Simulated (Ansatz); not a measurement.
A relaxed cell of AlNiC4N4 is given with its symmetry left out. The cell was found from a structure generator's guess, not taken from experiment.

Level of theory: Ansatz 0.2.0, DFT PBE, scalar-relativistic, plane waves, PAW. Cutoff 420 eV, Γ-centred mesh, Gaussian smearing, collinear spin.

```
Al Ni C N
1.0
     5.82565    0.00000    0.00000
     0.00000    5.82565    0.00000
     0.00000    0.00000    5.82565
Al Ni C N
1 1 4 4
Direct
  0.00000 0.00000 0.00000
  0.50000 0.50000 0.50000
  0.19506 0.19506 0.19506
  0.19506 0.80494 0.80494
  0.80494 0.19506 0.80494
  0.80494 0.80494 0.19506
  0.31070 0.31070 0.31070
  0.31070 0.68930 0.68930
  0.68930 0.31070 0.68930
  0.68930 0.68930 0.31070
```

Energies over the elements count from the elements' standard structures at the same level (N₂ as a molecule), with no fitted energy shifts.

(1) What space group does it have?

(2) What is its formation energy per atom?

(3) Is it a metal?

(4) Which magnetic moments does it keep?

(5) From what recipe could a structure generator have reached it?

Results:

(1) P-43m (No. 215). Conventional cell: a = 5.826 Å. Al is surrounded by 4 C at 1.97 Å; Ni is surrounded by 4 N at 1.91 Å; around C lie 1 N at 1.17 Å and 1 Al at 1.97 Å; around N lie 1 C at 1.17 Å and 1 Ni at 1.91 Å.

(2) +0.28 eV/atom. The separate elements lie lower, so it is unstable against them.

(3) Yes, bands cross the Fermi level on the 8×8×8 mesh.

(4) 0.10 μB per atom net, the space between the atoms included; by site: Ni 0.9 μB.

(5) One such recipe: two interpenetrating cyanide-bridged diamond nets (P-43m, No. 215). Other recipes can lead to the same cell.

The last run used collinear spin, an 8×8×8 mesh for its 10-atom cell and Gaussian smearing of 0.10 eV. The reference form of C is held partly by dispersion forces, which this level lacks. Another magnetic order may lie lower. A structure relaxed within its symmetry needn't be a true minimum.
